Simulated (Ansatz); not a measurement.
Relaxed-ion elastic tensor of YN (zinc blende, space group No. 216) in GPa (Voigt order), the program Ansatz at the r²SCAN level (PAW); density 4.68 g/cm³, 18.27 Å³ per atom.

|  | 1 | 2 | 3 | 4 | 5 | 6 |
|---|---|---|---|---|---|---|
| 1 | 140 | 108 | 108 | 0.0 | 0.0 | 0.0 |
| 2 | 108 | 140 | 108 | 0.0 | 0.0 | 0.0 |
| 3 | 108 | 108 | 140 | 0.0 | 0.0 | 0.0 |
| 4 | 0.0 | 0.0 | 0.0 | 55.8 | 0.0 | 0.0 |
| 5 | 0.0 | 0.0 | 0.0 | 0.0 | 55.8 | 0.0 |
| 6 | 0.0 | 0.0 | 0.0 | 0.0 | 0.0 | 55.8 |

Is the crystal mechanically stable?

Yes: the smallest eigenvalue of C is 32.0 GPa.

Work out the Voigt, Reuss and Hill averages.

K_V = 118, K_R = 118, K_H = 118; G_V = 39.9, G_R = 27.9, G_H = 33.9 GPa.

Give Young's modulus, Poisson's ratio, Pugh's ratio and the universal anisotropy index.

E = 9KG/(3K + G) = 92.8 GPa; ν = 0.37; K/G = 3.49 (ductile by the Pugh limit of 1.75); A_U = 5G_V/G_R + K_V/K_R − 6 = 2.13.

Estimate the sound speeds and the Debye temperature.

v_l = √((K + 4G/3)/ρ) = 5910 m/s, v_t = √(G/ρ) = 2690 m/s, mean 3030 m/s; Θ = (h/k)(3n/4πV)^(1/3) v_m = 343 K.

Give the Zener ratio and Young's modulus along [100], [110] and [111].

A = 2C44/(C11 − C12) = 3.49; 1/E = S11 − 2(S11 − S12 − S44/2)Γ with Γ = 0, 1/4, 1/3 gives 45.9, 94.0, 145 GPa.

Space group F-43m (zinc blende). The start of the workflow was typed in or built on a structure type; the Crystallography Open Database copy checked does not list it. COD files the formula under space group No. 225, so this cell is another polymorph or a model. Whether it is the stable phase at ambient conditions was not checked. The cell was relaxed with r²SCAN under the symmetry of its start; whether a distortion lowers the energy is not shown. No spin polarisation was allowed.

Potentials: the later of the program's two PAW sets.
